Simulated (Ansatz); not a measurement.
**Calculated 209Bi NMR of the central transition for Bi₂S₃**

Cell: a COD entry (listed for 8.3 GPa).

Space group Pnma (No. 62); a = 10.6590, b = 3.8525, c = 10.5100 Å.

| site | Wyckoff | site symmetry | x | y | z |
| --- | --- | --- | --- | --- | --- |
| Bi1 | 4c | .m. | 0.9954 | 0.2500 | 0.6746 |
| Bi5 | 4c | .m. | 0.3263 | 0.2500 | 0.4674 |
| S9 | 4c | .m. | 0.0534 | 0.2500 | 0.1301 |
| S13 | 4c | .m. | 0.3752 | 0.2500 | 0.0613 |
| S17 | 4c | .m. | 0.2225 | 0.2500 | 0.7966 |

One atom of each set is listed.

Level of theory: DFT, PBE, plane waves and PAW, scalar-relativistic, 420 eV cutoff, Γ-centred 3×7×3 k-points, Fermi–Dirac smearing 0.02 eV (Ansatz 0.2.0).

209Bi has I = 9/2 and Q = -516.0 mb (Pyykkö 2018); at 7.05 T its Larmor frequency is ν₀ = 49.1 MHz (from the bare nuclear moment; shielding lowers the observed one by a per cent or two). Only the quadrupole interaction is simulated: positions count from each site's isotropic chemical shift, and shift anisotropy, dipolar and J coupling are left out.

Simulated pattern of one Bi site (static powder, Gaussian broadening 200 kHz):

(offset (kHz), height): (-2686.5, 1), (-2502.5, 23), (-2318.5, 58), (-2134.6, 70), (-1950.6, 89), (-1766.6, 100), (-1582.6, 77), (-1398.7, 64), (-1214.7, 58), (-1030.7, 54), (-846.7, 51), (-662.8, 49), (-478.8, 48), (-294.8, 48), (-110.8, 47), (73.2, 41), (257.1, 40), (441.1, 43), (625.1, 49), (809.1, 60), (993.0, 87), (1177.0, 82), (1361.0, 26), (1545.0, 1)

Q: Which |C_Q| and η does the pattern imply?

A: The pattern spans 3807 kHz before broadening and its centre of gravity is at -648 kHz, which fixes P_Q; the places of the horns and steps fix η. That gives P_Q = 151 MHz, |C_Q| = 151 MHz and η = 0.16, the values that the calculation gives site Bi5 (7 S at 2.63–3.05 Å). The other sites have |C_Q| = 16.4 MHz. The sign of C_Q can't be read from the pattern.

At this cell the PBE pressure is 12 GPa, so with PBE the cell would grow if it were relaxed. The largest force is 0.3 eV/Å, so the atoms aren't at the calculated equilibrium and relaxing them would move these values. Spin–orbit coupling is left out, which shifts gradients on Bi by a few per cent in wide-gap crystals, and can shift them far more where the calculated gap is small or absent, as here. Newer work puts Q(²⁰⁹Bi) near −420 mb, which would lower these couplings by about a fifth.
